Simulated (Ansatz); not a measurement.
## TeAs: a sublattice moved along a line

These are results of DFT PBEsol, scalar-relativistic, plane waves, PAW in Ansatz, not measurements. Cutoff 420 eV, Γ-centred 14×14×14 k-points, Gaussian smearing of 0.15 eV. No spin polarisation. Energies are free energies at this smearing, counted from the undisturbed cell; pressure is positive in compression.

Zero of the scan (as given, not relaxed at this level; it stands at -3.0 GPa, and it needn't be the usual structure):

```xyz
2
Lattice="0.0000 2.9677 2.9677 2.9677 0.0000 2.9677 2.9677 2.9677 0.0000" Properties=species:S:1:pos:R:3 pbc="T T T"
Te    2.9677    2.9677    2.9677
As    0.0000    0.0000    0.0000
```

Every Te atom is moved by x along the Cartesian unit vector (0.000, 0.000, -1.000); the cell and all other atoms stay fixed. The cell is metallic on the mesh throughout.

```csv
x (Å),ΔE (meV/cell)
-0.5000,413.5
-0.2500,90.6
0.0000,0.0
0.0625,5.4
0.1250,21.7
0.1875,49.7
0.3125,144.6
0.3750,212.8
0.4375,299.1
```

(1) Predict the pressure (GPa) at each point.

Results:

(1)
| x (Å) | pressure (GPa) |
| --- | --- |
| -0.5000 | 4.2 |
| -0.2500 | -1.2 |
| 0.0000 | -3.0 |
| 0.0625 | -2.8 |
| 0.1250 | -2.5 |
| 0.1875 | -2.0 |
| 0.3125 | -0.2 |
| 0.3750 | 1.0 |
| 0.4375 | 2.5 |